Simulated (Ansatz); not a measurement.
# 5 guesses for Ga2SnO3 and where they end

Level of theory: DFT PBE, scalar-relativistic, plane waves, PAW (Ansatz). Settings: cutoff 420 eV, Γ-centred meshes spaced at most about 0.3 Å⁻¹, and about 0.25 Å⁻¹ or finer for metals (2π included), Gaussian smearing. No spin polarisation in the final relaxations.

Each guess was relaxed in cell and atoms at zero pressure, within the symmetry of its start. Temperature and zero-point effects are left out. Coordination counts O atoms around Ga and Sn (those within 1.25 times the shortest such distance or 1.15 times the sum of covalent radii, 1.27 where that leaves under three; a plus sign parts nearer from farther groups; the shortest distance is added where it exceeds 1.18 times the sum of covalent radii; a slash parts the counts of unlike sites).

| guess | made from | start group | V start (Å³/atom) | end group | V end (Å³/atom) | coordination at the end | gap on mesh (eV) | E over the lowest end (meV/atom) |
| --- | --- | --- | --- | --- | --- | --- | --- | --- |
| 1 | LuB2Ru3 type | P6/mmm | 15.0 | P6/mmm | 13.0 | Ga 6, Sn 12 from 3.2 Å | 0 | 492 |
| 2 | random cell | I4/mmm | 32.1 | I4/mmm | 17.7 | Ga 2, Sn 4 from 2.7 Å | 0 | 1332 |
| 3 | NaFe2O3 type | P-3m1 | 13.7 | P-3m1 | 17.2 | Ga 3+3, Sn 6+6 from 4.6 Å | 0 | 0 |
| 4 | Zr2Al3Zn type | R-3m | 16.7 | ? | ? | ? | ? | ? |
| 5 | Zr3TiCu2 type | P4mm | 18.6 | P4mm | 16.4 | Ga 4 from 2.3 Å/1+4, Sn 4 | 0 | 369 |

Guess 4 as it starts:

```cif
data_structure
_symmetry_space_group_name_H-M 'R-3m:H'
_symmetry_Int_Tables_number 166
_cell_length_a 5.2505
_cell_length_b 5.2505
_cell_length_c 12.6079
_cell_angle_alpha 90.000
_cell_angle_beta 90.000
_cell_angle_gamma 120.000
_cell_volume 301.00
loop_
_atom_site_label
_atom_site_type_symbol
_atom_site_symmetry_multiplicity
_atom_site_Wyckoff_symbol
_atom_site_fract_x
_atom_site_fract_y
_atom_site_fract_z
_atom_site_occupancy
Ga1 Ga 6 c 0.33333 0.66667 0.29118 1
Sn1 Sn 3 a 0.00000 0.00000 0.00000 1
O1 O 9 d 0.83333 0.16667 0.16667 1
```

**Question.** Fill in the missing row: what does this guess relax into, and where does it rank?

**Answer.** It ends in space group R-3m (No. 166), with a = 5.942 Å, c = 8.469 Å, 14.4 Å³/atom and no gap. It lies 0.45 eV/atom over the lowest end, above guess 5 and below guess 1. Counting O atoms around Ga and Sn, this end has Ga 3 from 2.3 Å, Sn 6 and the lowest (guess 3) has Ga 3+3, Sn 6+6 from 4.6 Å.

```xyz
6
Lattice="2.9710 1.7153 2.8230 -2.9710 1.7153 2.8230 0.0000 -3.4307 2.8230" Properties=species:S:1:pos:R:3 pbc="T T T"
Ga    0.0000    0.0000    5.5928
Ga    0.0000    0.0000    2.8762
Sn    0.0000    0.0000    0.0000
O    -1.4855    0.8577    1.4115
O     1.4855    0.8577    1.4115
O     0.0000   -1.7153    1.4115
```

The zero of energy is the elements' standard structures at the same level (O₂ as a molecule); no fitted shifts are applied. The references include grey tin.

**Question.** Is the lowest end bound against the elements?

**Answer.** Yes: its formation energy is −1.30 eV/atom. A negative formation energy is needed for stability but isn't enough: competing phases decide.

No dispersion correction is applied, so the spacing and binding between layers, chains or molecules are poorly described (P-3m1, P4mm), and this can change margins and order among such cells. A magnetic state wasn't ruled out in cells without spin, among them I4/mmm. Cells relaxed within their symmetry can be saddle points. A lower structure may well exist outside this small set. Some candidate types were left out of the draw beforehand, so a known form may be missing.
